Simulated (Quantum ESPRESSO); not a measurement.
## Os3Rh3ZrTi (one composition in several site orders)

A calculation, not a measurement. The program is pw.x of Quantum ESPRESSO 7.5 (plane-wave density functional theory). The cell is made up: eight metal atoms on a hexagonal close-packed lattice, with elements, volume, strain and displacements drawn at random and not relaxed, so it may be unstable or far from any real phase. PseudoDojo standard norm-conserving files set the functional (PBE unless stated); there is no spin polarisation or spin-orbit coupling, the Fermi-Dirac width of 0.25 eV means electrons at about 2900 K, and the masses in the input are unused placeholders. Heavy elements are run without spin-orbit coupling, which real alloys of them have. A spin test at this wide smearing found no moment, but such smearing suppresses magnetism that the real alloy may have.

The runs put one composition on the sites in different orders. Cell, positions, cutoff, mesh and smearing stay as in the input of run 1; sites are counted in its order. Stress in the tables is positive in tension.

Input of run 1:

```
&control calculation='scf', pseudo_dir='./dojo.nc.sr.pbe.v0_5.standard.upf', outdir='./o', disk_io='minimal', tprnfor=.true., tstress=.true. /
&system ibrav=0, nat=8, ntyp=4, nbnd=80, ecutwfc=87.97787729, nosym=.true., tot_charge=0,
 occupations='smearing', smearing='fd', degauss=0.0183746611
/
&electrons conv_thr=1.470e-08, electron_maxstep=70, mixing_beta=0.5 /
ATOMIC_SPECIES
Os 1.0 Os.upf
Rh 1.0 Rh.upf
Ti 1.0 Ti.upf
Zr 1.0 Zr.upf
CELL_PARAMETERS angstrom
-2.8066 -0.0019 -0.0487
-0.077 0.041 -4.4076
-0.0065 -9.6714 0.0899
ATOMIC_POSITIONS angstrom
Os -0.0048 -0.0192 -0.0187
Rh 0.0355 -4.8815 0.0044
Os -0.0599 -3.2247 -2.1798
Zr -0.0071 -8.0168 -2.1186
Rh -1.3909 -2.4267 0.0326
Ti -1.4282 -7.2693 0.0518
Os -1.4069 -0.7685 -2.205
Rh -1.4548 -5.6112 -2.1151
K_POINTS automatic
8 5 3 1 1 1
```

| run | elements on sites 1 to 8 | free energy less that of run 1 (eV) | -TS (eV) | pressure (GPa) | stress xx (GPa) | stress yy (GPa) | stress zz (GPa) | stress yz (GPa) | stress xz (GPa) | stress xy (GPa) | iterations |
| --- | --- | --- | --- | --- | --- | --- | --- | --- | --- | --- | --- |
| 1 | Os Rh Os Zr Rh Ti Os Rh | 0.000 | -1.758 | 4.82 | -3.23 | -1.18 | -10.05 | -1.90 | 3.68 | 0.05 | 36 |
| 2 | Ti Rh Zr Os Rh Rh Os Os | -1.549 | -1.699 | 5.30 | -6.34 | -3.00 | -6.55 | -1.46 | 3.43 | 0.30 | 20 |
| 3 | Rh Zr Rh Os Os Rh Ti Os | -1.202 | -1.729 | 5.89 | -5.65 | -3.31 | -8.71 | -1.81 | 3.21 | 0.05 | 22 |
| 4 | Rh Os Rh Os Rh Zr Ti Os | -1.370 | -1.676 | 6.77 | -7.31 | -4.64 | -8.37 | -1.36 | 3.38 | -0.24 | 22 |
| 5 | Rh Rh Rh Ti Os Os Zr Os | -0.756 | -1.781 | 4.59 | -4.22 | -4.20 | -5.34 | -1.86 | 3.37 | 0.15 | 24 |
| 6 | Os Os Zr Rh Os Rh Ti Rh | -0.505 | -1.875 | 6.33 | -6.73 | -4.21 | -8.06 | -0.84 | 2.72 | 0.39 | 21 |

Forces Fx Fy Fz (eV/Å):

| site | run 1 | run 2 | run 3 | run 4 | run 5 | run 6 |
| --- | --- | --- | --- | --- | --- | --- |
| 1 | 0.01 -0.79 0.30 | 0.06 -0.05 0.15 | 0.15 -0.35 0.11 | 0.10 -1.20 0.11 | 0.12 0.70 0.42 | 0.16 -0.43 0.08 |
| 2 | -0.47 0.27 0.94 | -0.49 -0.39 0.81 | -0.37 -0.04 1.15 | -0.46 2.13 0.83 | -0.47 0.13 0.83 | -0.45 -0.38 0.82 |
| 3 | 0.25 0.67 -0.02 | 0.15 0.28 0.21 | 0.15 1.10 0.02 | 0.19 0.39 0.04 | 0.13 -0.20 0.07 | 0.14 -1.05 0.33 |
| 4 | -0.07 0.31 -0.14 | -0.28 -0.27 -0.09 | -0.27 0.67 -0.02 | -0.26 0.48 -0.10 | -0.15 2.57 -0.10 | -0.27 -0.73 -0.05 |
| 5 | -0.12 -0.23 -0.29 | -0.09 0.16 -0.33 | -0.16 1.26 -0.10 | -0.13 -0.40 -0.10 | -0.14 -1.19 -0.27 | -0.17 0.77 -0.25 |
| 6 | 0.11 1.43 0.11 | 0.33 -0.28 0.17 | 0.25 -1.25 0.08 | 0.21 -1.14 0.11 | 0.27 0.13 -0.05 | 0.30 -0.26 0.14 |
| 7 | -0.14 -2.11 0.00 | -0.13 2.34 -0.04 | -0.11 0.08 -0.07 | -0.11 -0.49 -0.07 | -0.11 -1.33 -0.08 | -0.12 2.63 -0.12 |
| 8 | 0.43 0.45 -0.90 | 0.44 -1.79 -0.90 | 0.35 -1.47 -1.17 | 0.45 0.23 -0.82 | 0.35 -0.82 -0.81 | 0.39 -0.57 -0.95 |

The sites are displaced and not relaxed, so the energy differences hold strain from misfit and are not ordering energies. A rerun of one cell of this series at a higher cutoff and on a denser mesh moved values by no more than 0.003 eV in energy, 0.19 GPa in stress and 0.014 eV/Å in force, and a second program with other atomic files agreed on that cell to 2 % rms in force and 0.5 GPa in pressure.